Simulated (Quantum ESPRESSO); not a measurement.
# Kohn-Sham bands of Mg3ZnO4 (Cmmm)

```xyz
8
Lattice="3.0230 -4.2767 0.0000 3.0230 4.2767 0.0000 0.0000 0.0000 3.0281" Properties=species:S:1:pos:R:3 pbc="T T T"
Mg     3.0230     0.0000     0.0000
Mg     1.5115     2.1384     1.5140
Mg     1.5115    -2.1384     1.5140
Zn     0.0000     0.0000     0.0000
O      0.0000    -2.1656     0.0000
O      0.0000     2.1656     0.0000
O     -1.5474     0.0000     1.5140
O      1.5474     0.0000     1.5140
```

Structure: Materials Project mp-753315, symmetrised, not relaxed again. Not found in the COD (Crystallography Open Database) copy used; not checked further. Level: LDA, no spin polarisation, no spin-orbit coupling; pw.x of Quantum ESPRESSO at 68 Ry with PseudoDojo potentials, 4×4×8 k-points, Wannier90. Density: 6×6×10 mesh, cold smearing 0.01 Ry.

Energies are relative to the valence-band maximum; weights are on the orthonormalised atomic waves of the pseudopotential files, averaged over the group. 74 electrons a cell are treated as valence.

| bands | from (eV) | to (eV) | filling | weight on atomic waves |
|---|---|---|---|---|
| 1 | -122.40 | -122.40 | filled | (withheld) |
| 2–4 | -77.00 | -77.00 | filled | (withheld) |
| 5–7 | -71.96 | -71.87 | filled | (withheld) |
| 8–16 | -39.39 | -39.27 | filled | (withheld) |
| 17–20 | -17.10 | -15.46 | filled | (withheld) |
| 21–37 | -5.66 | 0.00 | filled | (withheld) |

Problem. Which atomic shells make up each group?

Solution. 
- 1, weight on atomic waves: Zn 3s 100 %
- 2–4, weight on atomic waves: Zn 3p 100 %
- 5–7, weight on atomic waves: Mg 2s 99 %
- 8–16, weight on atomic waves: Mg 2p 100 %
- 17–20, weight on atomic waves: O 2s 89 %, Mg 3s 7 %
- 21–37, weight on atomic waves: O 2p 64 %, Zn 3d 29 %

The Kohn-Sham gap over both meshes and the path is 3.12 eV.
